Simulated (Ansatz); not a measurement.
What a trial cell of CaBi relaxes into

Theory: Ansatz, DFT PBE, scalar-relativistic, plane waves, PAW. Cutoff 420 eV, Gaussian smearing, Γ-centred meshes. Cell and atoms relax first on a coarse mesh and then on a finer one. In between, the cell is made exact in the group found at 0.06 Å. In metals the finer mesh still leaves noise of several meV/atom or more. The steps can't lower the symmetry of their start. No spin polarisation.

A trial structure of CaBi was built thus: close-packed layers stacked AB (P-6m2, No. 187) (elements of the layers in order: Ca Bi). Lengths were set from tabulated atomic sizes, so they are only a guess.

```
CELL_PARAMETERS angstrom
4.02738 0.00000 0.00000
-2.01369 3.48781 0.00000
0.00000 0.00000 5.60056
ATOMIC_POSITIONS crystal
Ca 0.00000 0.00000 0.00000
Bi 0.33333 0.66667 0.50000
```

The zero of energy is the elements' standard structures at the same level; no fitted shifts are applied.

**Question.** Describe the relaxed structure.

**Answer.** The symmetry stays P-6m2 (No. 187). The end has the tungsten carbide type. The volume per atom shrinks by 14.7 %, from 39.3 to 33.6 Å³. The shortest distance goes from 3.64 Å (Ca–Bi) to 3.31 Å (Ca–Bi). The ratio c/a of the conventional cell changes by a factor of 0.82. The energy falls by about 0.21 eV/atom (the start's value is from the coarse mesh). Conventional cell: a = 4.085 Å, c = 4.645 Å. Ca has 6 Bi at 3.31 Å; around Bi lie 6 Ca at 3.31 Å.

```xyz
2
Lattice="4.0850 0.0000 0.0000 -2.0425 3.5377 0.0000 0.0000 0.0000 4.6455" Properties=species:S:1:pos:R:3 pbc="T T T"
Ca    0.0000    0.0000    0.0000
Bi    0.0000    2.3584    2.3227
```

**Question.** Give its energy and gap.

**Answer.** The energy over the elements is −0.59 eV/atom and the gap on the 15×15×12 mesh of the 2-atom cell is 0 eV (a metal).

It lies below the elements, which doesn't yet make it stable against other compounds or structures.

The last run used Gaussian smearing of 0.10 eV. Spin–orbit coupling, which can matter for Bi, is left out. A structure relaxed within its symmetry needn't be a true minimum.
